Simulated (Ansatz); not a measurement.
NaI:
```yaml
crystal:
  lattice:
    - [0.00000, 3.26400, 3.26400]
    - [3.26400, 0.00000, 3.26400]
    - [3.26400, 3.26400, 0.00000]
  atoms:
    - { symbol: Na, position: [0.00000, 0.00000, 0.00000] }
    - { symbol: I, position: [0.50000, 0.50000, 0.50000] }
```

Relaxed with PBE.

Q: Map the electron localisation function on the plane through (0.000, 0.000, 0.000) spanned by u = [1, 0, 0] and v = [0, 1, -1] in lattice vectors, from plane-wave PAW PBE (Ansatz code).

A: x is the fraction of u, y of v (the angle between them is 90°; rows are the nearest grid lines); atoms in the plane: Na at (0.00, 0.00), I at (0.50, 0.50).
```
|136740000000000000047631|
|357740000000000000047753|
|677620001223322100026776|
|776300025667766520003677|
|542000268899998862000245|
|000002699999999996200000|
|000026999998899999620000|
|000269999888888999962000|
|001589998776677899985100|
|002689987654456789986200|
|002699987522225789996200|
|003799886424424688997300|
|003799886424424688997300|
|002699987522225789996200|
|002689987654456789986200|
|001589998776677899985100|
|000269999888888999962000|
|000026999998899999620000|
|000002699999999996200000|
|542000268899998862000245|
|776300025667766520003677|
|677620001223322100026776|
|357740000000000000047753|
|136740000000000000047631|
```
Scale: ten equal steps from 0.010 (start of '0') to 0.797 (end of '9'), in the order '0123456789'; x runs from 0.000 to 1.00, y from 0.000 (bottom) to 1.00 (top).

The density is the valence pseudo-density with augmentation charge, so density and ELF within about 1 Å of a nucleus are not all-electron values.

Space group Fm-3m (rock salt). The cell was relaxed with PBE under the symmetry of its start; phonons on a q-mesh show no instability. Scalar-relativistic: spin–orbit coupling is off unless named, which matters more the heavier the elements.

Potentials: the later of the program's two PAW sets.
